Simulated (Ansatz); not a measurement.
Computed scan of one atom of the cell: HfN (rock salt)

HfN (rock salt)

```yaml
crystal:
  lattice:
    - [0.00000, 2.27401, 2.27401]
    - [2.27401, 0.00000, 2.27401]
    - [2.27401, 2.27401, 0.00000]
  atoms:
    - { symbol: N, position: [0.00000, 0.00000, 0.00000] }
    - { symbol: Hf, position: [0.50000, 0.50000, 0.50000] }
```

Scan: atom 1 (N, nearest neighbour Hf at 2.274 Å; its periodic images, 3.2 Å or more away, move with it) is displaced along Cartesian z, direction (0.000, 0.000, 1.000) in Cartesian axes, by s. The other atoms stay.

Computed with PBE (plane waves to 420 eV, PAW, scalar-relativistic; Ansatz, a program for electronic structure). k mesh 14×14×14 (Γ-centred), Fermi-Dirac smearing 0.05 eV. The energy includes the smearing's −TS. Stress and pressure are positive under compression. Left out: 4 of 11 points, with atoms too close for the PAW data. With partly filled bands, energies and forces of such displacements shift with the k mesh and the smearing. F∥ is the force on the atom along that direction. HfN is run without spin polarisation. HfN was relaxed with its symmetry unable to fall. Spin-orbit coupling is left out, though Hf is heavy. The PAW data are Ansatz's earlier set. ΔE is measured from the undisplaced structure.

```tsv
s (Å)	ΔE (meV/cell)	P (GPa)	F∥ (eV/Å)
-0.408	1046	23.0	5.870
-0.272	425	9.6	3.381
-0.136	102	2.3	1.511
0.000	0	0.0	0.000
0.136	102	2.3	-1.511
0.272	425	9.6	-3.381
0.408	1046	23.0	-5.870
```

Summary:

```
Property                                                                                                                                               Value
--------------------------------------------------------  --------------------------------------------------------------------------------------------------
Energy at s = 0.408 Å                                                                                                                          1046 meV/cell
Force along the line at s = -0.408 Å                                                                                                               5.87 eV/Å
Symmetry of the curve                                                                                                          even: the same for both signs
Shape of the curve                                                                            a single well with its minimum at or next to zero displacement
Force constant k = d²E/ds² at s = 0 (finite differences)                                                                                          10.7 eV/Å²
Harmonic estimate at the end of the scan                  ½ks² = 888 meV/cell against the computed 1046 meV/cell, so the well is stiffer than harmonic there
Zone-centre optical wavenumber from k                                                                                                               473 cm⁻¹
```

(A displaced cell: forces are minus the slopes of the energy, force constants its curvatures, and phonons follow from these.)
